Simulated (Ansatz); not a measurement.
Here is the system:

Sb2Se3:
Space group P-3m1 (No. 164); a = b = 4.022 Å, c = 10.497 Å, α = β = 90.00°, γ = 120.00°

```csv
atom,site,symmetry,x,y,z
Sb,2d,3m.,0.3333,0.6667,0.1790
Se,1a,-3m.,0.0000,0.0000,0.0000
Se,2d,3m.,0.6667,0.3333,0.3250
```

This is the HSE06-relaxed structure.

### Question
All from HSE06 (plane waves, PAW; program Ansatz), unless another level is named. Give the gap with spin–orbit coupling.

### Answer
0.65 eV (at the special points and the edges found without it).

### Question
What about the smallest direct gap on the standard path?

### Answer
0.81 eV.

### Question
And the conduction-band minimum?

### Answer
at Γ.

### Question
Predict the valence-band maximum.

### Answer
on the K–Γ line, 89 % of the way from K.

A made-up cell: these elements were put on the sites of a structure type; neither database checked (COD, Materials Project) lists it. It is not the phase usual at ambient conditions (space group No. 62). The HSE06 relaxation kept the symmetry of its start; whether a distortion lowers the energy is not shown. The hybrid was solved on a coarse mesh, the path and, where they were found, the r²SCAN edge points; its band edges are the extreme levels among these. Scalar-relativistic: spin–orbit coupling is off unless named, which matters more the heavier the elements.

Potentials: the later of the program's two PAW sets.
